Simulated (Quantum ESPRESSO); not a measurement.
Band energies of AlClO monolayer

```
CELL_PARAMETERS angstrom
      3.13529     0.00000     0.00000
      0.00000     3.63602     0.00000
      0.00000     0.00000    19.00000
ATOMIC_POSITIONS crystal
  O  0.00000 0.00000 0.97970
  O  0.50000 0.50000 0.02030
  Al 0.00000 0.50000 0.95678
  Al 0.50000 0.00000 0.04322
  Cl 0.50000 0.50000 0.86850
  Cl 0.00000 0.00000 0.13150
```

norm-conserving PBEsol (Quantum ESPRESSO, 84 Ry, scalar-relativistic); path ΓXSYΓS; energies in eV from the valence-band maximum.

```csv
k (1/Å),point,band 12,band 13,band 14,band 15,band 16,band 17,band 18,band 19
0.00,Γ,-0.83,-0.46,-0.40,-0.25,-0.22,5.96,6.86,7.56
0.20,,-0.90,-0.69,-0.59,-0.41,-0.40,6.32,7.36,7.79
0.40,,-1.43,-1.18,-0.71,-0.36,-0.29,7.03,8.22,8.28
0.60,,-1.65,-1.33,-0.72,-0.24,-0.14,7.24,7.96,8.38
0.80,,-1.84,-1.21,-0.80,-0.09,-0.02,6.90,7.29,9.24
1.00,X,-2.18,-0.98,-0.98,0.00,0.00,6.88,6.88,9.93
1.22,,-2.09,-0.99,-0.99,-0.19,-0.19,6.87,6.87,9.53
1.65,,-1.64,-1.01,-1.01,-0.77,-0.77,7.13,7.13,7.89
1.87,S,-1.63,-1.02,-1.02,-0.78,-0.78,7.25,7.25,7.62
2.03,,-1.59,-1.09,-1.09,-0.78,-0.78,7.39,7.39,7.81
2.20,,-1.59,-1.22,-1.22,-0.82,-0.82,7.79,7.79,8.31
2.37,,-1.75,-1.35,-1.35,-0.83,-0.83,8.27,8.27,8.80
2.53,,-1.64,-1.36,-1.36,-0.79,-0.79,8.39,8.39,8.72
2.87,Y,-1.97,-0.85,-0.85,-0.21,-0.21,7.83,7.83,8.15
3.04,,-1.92,-0.95,-0.70,-0.24,-0.19,7.68,7.81,7.85
3.21,,-1.56,-0.98,-0.56,-0.28,-0.19,7.29,7.57,7.76
3.39,,-1.17,-0.89,-0.47,-0.29,-0.20,6.68,7.24,8.02
3.56,,-0.94,-0.57,-0.44,-0.27,-0.22,6.16,6.97,7.77
3.73,Γ,-0.83,-0.46,-0.40,-0.25,-0.22,5.96,6.86,7.56
4.03,,-1.05,-0.75,-0.72,-0.47,-0.40,6.61,7.60,8.08
4.17,,-1.37,-1.04,-1.02,-0.50,-0.41,7.18,8.24,8.55
4.32,,-1.79,-1.20,-1.15,-0.53,-0.46,7.67,8.52,8.72
4.47,,-1.74,-1.27,-1.20,-0.58,-0.56,7.87,8.09,8.59
4.61,,-1.66,-1.29,-1.20,-0.68,-0.64,7.65,7.71,8.40
4.76,,-1.57,-1.20,-1.14,-0.78,-0.70,7.38,7.47,8.04
5.06,S,-1.63,-1.02,-1.02,-0.78,-0.78,7.25,7.25,7.62
```

The PBEsol gap is indirect, 5.96 eV, from X to Γ; the smallest direct gap is 6.18 eV. The valence-band maximum lies 7.84 eV below the vacuum level.

Geometry relaxed with PBEsol.

This is a model layer cut from the bulk structure; whether it is stable on its own was not checked.

Letters of k points follow the standard setting of the lattice, whose axes may be ordered differently from the printed cell.
